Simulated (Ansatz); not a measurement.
CdSe (wurtzite)

```
CdSe
1.0
    4.33999     0.00000     0.00000
   -2.17000     3.75854     0.00000
    0.00000     0.00000     7.07803
Cd Se
2 2
Cartesian
  2.17000   1.25285   0.00396
  0.00000   2.50569   3.54298
  2.17000   1.25285   4.42122
  0.00000   2.50569   0.88221
```

In this cell atom 2 (Cd, nearest neighbour Se at 2.655 Å; its periodic images, 4.3 Å or more away, move with it) is moved by s along Cartesian x, unit vector (1.000, 0.000, 0.000); all other atoms and the cell stay fixed.

The numbers are results of r2SCAN (plane waves to 500 eV, PAW, scalar-relativistic; Ansatz, an electronic-structure program), not measurements. k mesh 7×7×4 (Γ-centred), Fermi-Dirac smearing 0.05 eV. The energy includes the smearing's −TS. CdSe was relaxed with its symmetry unable to fall. ΔE is measured from the undisplaced structure.

```tsv
s (Å)	ΔE (meV/cell)
-0.800	2130
-0.640	1209
-0.480	610
-0.320	248
-0.160	59
0.000	0
0.160	59
0.320	248
0.480	610
0.640	1209
0.800	2130
```

**Question.** What force constant k = d²E/ds² at s = 0 does the table give?

**Answer.** 4.5 eV/Å². It is the second difference of the nearest points, corrected with the next pair.

**Question.** With k = 4.49 eV/Å² from the forces, is the well harmonic out to s = 0.800 Å?

**Answer.** ½ks² = 1438 meV/cell against the computed 2130 meV/cell, so the well is stiffer than harmonic there.

(For displaced atoms, the force is minus the slope of the energy, and its curvature is a force constant, which sets phonon frequencies.)
